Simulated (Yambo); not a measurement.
AgI (space group P4/nmm, No. 129), G0W0@LDA in Yambo with this input:

```
rim_cut
gw0
dyson
el_el_corr
HF_and_locXC
ppa
em1d
RandQpts= 1000000
RandGvec= 1 Ry
EXXRLvcs= 86 Ry
VXCRLvcs= 344 Ry
Chimod= "HARTREE"
% BndsRnXp
 9 | 193 |
%
NGsBlkXp= 7 Ry
% LongDrXp
 1.0 | 1.0 | 1.0 |
%
PPAPntXp= 27.2114 eV
% GbndRnge
 1 | 193 |
%
GTermKind= "BG"
DysSolver= "n"
ExtendOut
```

On a 2×2×2 mesh, with wavefunctions cut at 86 Ry, the gap (Γ → Γ) is 2.446 eV and the valence edge shifts by -0.695 eV.

**Question.** What happens with this change: 1×1×1 mesh?

**Answer.** The gap falls by 0.688 eV, to 1.758 eV; the shift of the valence edge becomes -0.273 eV. Neither run is shown to be the converged limit.

Spin-orbit coupling is not included.

Geometry of the Materials Project entry, not relaxed at this level; primitive cell a = b = 4.4714 Å, c = 6.6454 Å, α = β = γ = 90.00°.

This is not the ordinary phase of the substance; no match was found in the copy of COD used, and its stability was not checked.

A shift is the quasiparticle energy of the state minus its LDA energy.

The distance between layers or molecules is the database entry's, not relaxed here. Functionals without dispersion can leave it too large, which widens gaps and weakens the response across layers: the numbers belong to this cell.
